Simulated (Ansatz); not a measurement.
ZrN (rock salt)

```yaml
crystal:
  lattice:
    - [0.00000, 2.27614, 2.27614]
    - [2.27614, 0.00000, 2.27614]
    - [2.27614, 2.27614, 0.00000]
  atoms:
    - { symbol: N, position: [0.00000, 0.00000, 0.00000] }
    - { symbol: Zr, position: [0.50000, 0.50000, 0.50000] }
```

The slice is a {100} plane (indices of the conventional cell) through the point (0.000, 0.000, 0.000) (fractional), spanned by u = [100] and v = [0 1 -1] in vectors of this cell: u (3.22 Å) and v (3.22 Å, at 90° to u). It covers one period; positions are fractions (u, v).

Calculation: PBEsol (plane waves to 420 eV, PAW, scalar-relativistic; Ansatz, a program for electronic structure). k mesh 18×18×18. Inside the PAW spheres the values are not all-electron values, and peaks at nuclei hang on which shells count as valence. ZrN is run without spin polarisation. ZrN was relaxed with its symmetry unable to fall.

### Question
What is the ELF at the density minimum of the shortest N–Zr line in this plane (2.28 Å)?

### Answer
0.2.

### Question
What is the valence density on the shortest N–Zr line in this plane (2.28 Å), at its minimum between the atoms?

### Answer
0.47 e/Å³.

### Question
Predict the map of the valence electron density on the slice.

### Answer
| v \ u | 0.00 | 0.12 | 0.25 | 0.38 | 0.50 | 0.62 | 0.75 | 0.88 |
|---|---|---|---|---|---|---|---|---|
| 0.88 | 0.5 | 0.3 | -0.2 | -0.5 | -0.6 | -0.5 | -0.2 | 0.3 |
| 0.75 | -0.1 | -0.2 | -0.3 | 0.0 | 0.2 | 0.0 | -0.3 | -0.2 |
| 0.62 | -0.6 | -0.5 | 0.0 | 0.5 | 0.6 | 0.5 | 0.0 | -0.5 |
| 0.50 | -0.8 | -0.6 | 0.2 | 0.6 | 0.4 | 0.6 | 0.2 | -0.6 |
| 0.38 | -0.6 | -0.5 | 0.0 | 0.5 | 0.6 | 0.5 | 0.0 | -0.5 |
| 0.25 | -0.1 | -0.2 | -0.3 | 0.0 | 0.2 | 0.0 | -0.3 | -0.2 |
| 0.12 | 0.5 | 0.3 | -0.2 | -0.5 | -0.6 | -0.5 | -0.2 | 0.3 |
| 0.00 | 0.5 | 0.5 | -0.1 | -0.6 | -0.8 | -0.6 | -0.1 | 0.5 |

Values: log₁₀ of the valence density in e/Å³. The scale is logarithmic, as a density can span decades between atoms and voids.
